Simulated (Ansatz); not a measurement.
PtS2:
```
CELL_PARAMETERS angstrom
      3.55081     0.00000     0.00000
     -1.77540     3.07509     0.00000
      0.00000     0.00000     5.20259
ATOMIC_POSITIONS crystal
  Pt 0.00000 0.00000 0.00000
  S  0.33333 0.66667 0.23558
  S  0.66667 0.33333 0.76442
```

The program Ansatz at the r²SCAN+D4 level (PAW) gives a gap of 0.87 eV without spin–orbit coupling, maximum off the standard path, at k = (-0.167, 0.167, -0.180), minimum off the standard path, at k = (0.000, 0.279, 0.305).

Task: What happens when spin–orbit coupling is switched on?

Result: The gap grows by 0.05 eV, to 0.92 eV; maximum off the standard path, at k = (0.000, 0.167, 0.177), minimum off the standard path, at k = (0.000, 0.280, 0.305).

Task: Give the electron effective mass with spin–orbit coupling.

Result: 0.23, 0.37, 0.56 mₑ (principal values).

Task: Give the hole effective mass with spin–orbit coupling.

Result: 0.36, 0.60, 1.7 mₑ (principal values).

Space group P-3m1 (CdI2 type). The cell was relaxed with r²SCAN+D4 under the symmetry of its start. No spin polarisation was allowed.

Potentials: the later of the program's two PAW sets.
